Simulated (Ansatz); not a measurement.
Total density of states per atom from plane-wave PAW PBE (Ansatz code), in 0.25 eV bins, energy from the valence-band maximum:

```
E (eV)  states/eV/atom
------  --------------
-7.85             0.00
-7.60             0.00
-7.35             0.00
-7.10             0.00
-6.85             0.00
-6.60             0.10
-6.35             0.15
-6.10             0.27
-5.85             0.37
-5.60             0.45
-5.35             0.54
-5.10             0.55
-4.85             0.43
-4.60             0.80
-4.35             0.82
-4.10             0.87
-3.85             0.62
-3.60             0.44
-3.35             0.23
-3.10             0.39
-2.85             1.04
-2.60             0.77
-2.35             0.76
-2.10             0.81
-1.85             0.93
-1.60             0.45
-1.35             0.46
-1.10             0.34
-0.85             0.50
-0.60             0.41
-0.35             0.15
-0.10             0.05
0.15              0.00
0.40              0.00
0.65              0.00
0.90              0.00
1.15              0.01
1.40              0.03
1.65              0.06
1.90              0.13
2.15              0.27
2.40              0.57
2.65              0.84
2.90              0.38
3.15              0.25
3.40              0.35
3.65              0.56
3.90              0.51
4.15              0.41
4.40              0.58
4.65              0.70
4.90              0.81
5.15              0.68
5.40              0.91
5.65              1.17
5.90              0.89
```

Task: Which of these materials gives this?
A. Hf3N4, I-43d (Hf on 12a, N on 16c)
B. Na, bcc (W type)
C. YN, rock salt
D. Hf, hcp (Mg type)

Result: A, Hf3N4, I-43d (Hf on 12a, N on 16c). Top 1 eV of the valence band: N 2p 85 %, Hf 5d 11 %. Bottom 1 eV of the conduction band: Hf 5d 81 %, N 2p 15 %. Projections are on Löwdin-orthogonalised atomic valence shells; empty p or d shells of many metals are not among them.

The cell was relaxed with PBE under the symmetry of its start. No spin polarisation was allowed. Spin–orbit coupling is left out wherever it is not named.

Potentials: the later of the program's two PAW sets.
